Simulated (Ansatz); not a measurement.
Input and command of a plane-wave DFT calculation in Ansatz:

```yaml
crystal:
  lattice:
    - [3.1889496264, 0.0, 0.0]
    - [0.0, 3.1889496264, 0.0]
    - [0.0, 0.0, 15.6359032188]
  atoms:
    - { symbol: Ta, position: [0.0, 0.0, 0.8883406387] }
    - { symbol: Ta, position: [0.0, 0.0, 0.1116593613] }
    - { symbol: Ta, position: [0.0, 0.0, 0.2970777774] }
    - { symbol: Ta, position: [0.0, 0.0, 0.5] }
    - { symbol: Ta, position: [0.0, 0.0, 0.7029222226] }
    - { symbol: Ta, position: [0.5, 0.5, 0.0] }
    - { symbol: Ru, position: [0.5, 0.5, 0.2139286541] }
    - { symbol: Ru, position: [0.5, 0.5, 0.4084339887] }
    - { symbol: Ru, position: [0.5, 0.5, 0.5915660113] }
    - { symbol: Ru, position: [0.5, 0.5, 0.7860713459] }
basis:
  ecutwfc: 420
kpoints:
  mp_grid: { grid: [12, 12, 4] }
hamiltonian:
  xc: pbesol
scf:
  occupations: { method: gaussian, width: 0.15 }
output:
  forces: true
  stress: true
  eigenvalues: true
```

```bash
ansatz run input.yaml --threads 2 --pin off --max-ram 5120MiB --backend cpu --events-out ev --progress --plain --runs-dir out
```

Processor: Intel(R) Xeon(R) 6975P-C (Granite Rapids), 2 threads, on a host shared with other jobs.

Question: Estimate time, memory and problem size.

Answer: About 13 s on 2 threads of Intel(R) Xeon(R) 6975P-C (Granite Rapids), with other jobs on the host, peak memory 1.1 GiB. It solves 86 bands at 84 k points (the mesh reduced by symmetry) with about 3149 plane waves, in 8 SCF iterations.
